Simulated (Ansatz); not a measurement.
# TiPd (Pm-3m), two-dimensional strain map

Method: DFT r2SCAN, scalar-relativistic, plane waves, PAW (Ansatz). Settings: plane waves to 500 eV, k-mesh 16×16×16 (Γ-centred), Gaussian smearing 0.15 eV. No spin polarisation. Energies are free energies at this smearing, counted from the undisturbed cell; pressure is positive in compression.

The starting cell (as given, not relaxed at this level; it stands at -3.6 GPa, and it needn't be the usual structure):

```
CELL_PARAMETERS angstrom
3.18000 0.00000 0.00000
0.00000 3.18000 0.00000
0.00000 0.00000 3.18000
ATOMIC_POSITIONS crystal
Ti 0.50000 0.50000 0.50000
Pd 0.00000 0.00000 0.00000
```

The cell is strained by p along both x and y and by q along z, fractional coordinates fixed. Points are written (p, q).

Energy above the undisturbed cell in meV/atom (a dash: not computed):

| p \ q | -0.030 | -0.015 | 0.000 | 0.015 | 0.030 |
| --- | --- | --- | --- | --- | --- |
| -0.030 | 35.8 | 19.1 | ? | -2.2 | -7.1 |
| -0.015 | 7.2 | – | ? | – | -1.7 |
| 0.000 | ? | -4.0 | 0.0 | – | 16.8 |
| 0.030 | 13.1 | – | 46.2 | – | 88.0 |

Fill in the withheld energies.

(-0.030, 0.000): 6.5; (-0.015, 0.000): -4.1; (0.000, -0.030): -5.1.